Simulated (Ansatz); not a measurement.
AgCl (rock salt)

```
CELL_PARAMETERS angstrom
      0.00000     2.77252     2.77252
      2.77252     0.00000     2.77252
      2.77252     2.77252     0.00000
ATOMIC_POSITIONS crystal
  Cl 0.00000 0.00000 0.00000
  Ag 0.50000 0.50000 0.50000
```

The slice is a {110} plane (indices of the conventional cell) through the point (0.000, 0.000, 0.000) (fractional), spanned by u = [100] and v = [1 -1 -1] in vectors of this cell: u (3.92 Å) and v (5.55 Å, at 90° to u). It covers one period; positions are fractions (u, v).

Method: r2SCAN (plane waves to 500 eV, PAW, scalar-relativistic; Ansatz, a quantum-chemistry and plane-wave program). k mesh 10×10×10. Near the nuclei the fields are pseudised (PAW); where an atom keeps semicore shells as valence, they peak there. AgCl was relaxed with its symmetry unable to fall.

Predict the map of the electron localisation function (ELF) on the slice.


```tsv
v \ u	0.00	0.18	0.35	0.53	0.71	0.88
0.88	0.86	0.83	0.21	0.03	0.51	0.86
0.75	0.12	0.10	0.03	0.01	0.05	0.11
0.62	0.52	0.29	0.06	0.02	0.11	0.42
0.50	x	0.52	0.08	0.03	0.17	x
0.38	0.52	0.29	0.06	0.02	0.11	0.42
0.25	0.12	0.10	0.03	0.01	0.05	0.11
0.12	0.86	0.83	0.21	0.03	0.51	0.86
0.00	x	0.86	0.38	0.04	0.71	x
```

Values: electron localisation function (ELF). Points within 0.5 Å of a nucleus are blanked (x), as the pseudised field means little there.
